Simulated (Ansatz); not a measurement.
# Computed properties of ZrIn3

ZrIn3:
```yaml
crystal:
  lattice:
    - [-2.12777, 2.12777, 4.94457]
    - [2.12777, -2.12777, 4.94457]
    - [2.12777, 2.12777, -4.94457]
  atoms:
    - { symbol: Zr, position: [0.00000, 0.00000, 0.00000] }
    - { symbol: In, position: [0.25000, 0.75000, 0.50000] }
    - { symbol: In, position: [0.75000, 0.25000, 0.50000] }
    - { symbol: In, position: [0.50000, 0.50000, 0.00000] }
```

Space group I4/mmm (No. 139); conventional cell a = b = 4.256 Å, c = 9.889 Å, α = β = γ = 90.00°.

Method: DFT-r²SCAN in the program Ansatz with PAW potentials. Geometry: relaxed at this level of theory. Other levels are named where they apply.

Cell and energy:

```yaml
volume_per_atom: 22.39 Å³
density: 8.08 g/cm³
Formation energy from the elements (no fitted shifts): -0.34 eV/atom
```

Electronic structure:

```yaml
electronic_character: metallic (no gap)
Density of states at the Fermi level: 0.32 states/eV per atom (mean over ±0.08 eV)
```

The first step of the workflow began from a Materials Project structure, measured or hypothetical; the Crystallography Open Database copy checked does not list it. With Zr and In taken as one species the cell has the higher symmetry I4/mmm, so it may be an ordered model of a mixed-site phase. Its standing as an ambient phase is unchecked. The r²SCAN relaxation kept the symmetry of its start; its stability against distortions is not shown here. No spin polarisation was allowed. Axis ratios of metals converge slowly with the k-mesh, so a and c are less sure than the volume. The references are the lowest solids computed at this level, not always the standard phases. Scalar-relativistic: spin–orbit coupling is off unless named, which matters more the heavier the elements.

Potentials: the earlier of the program's two PAW sets.
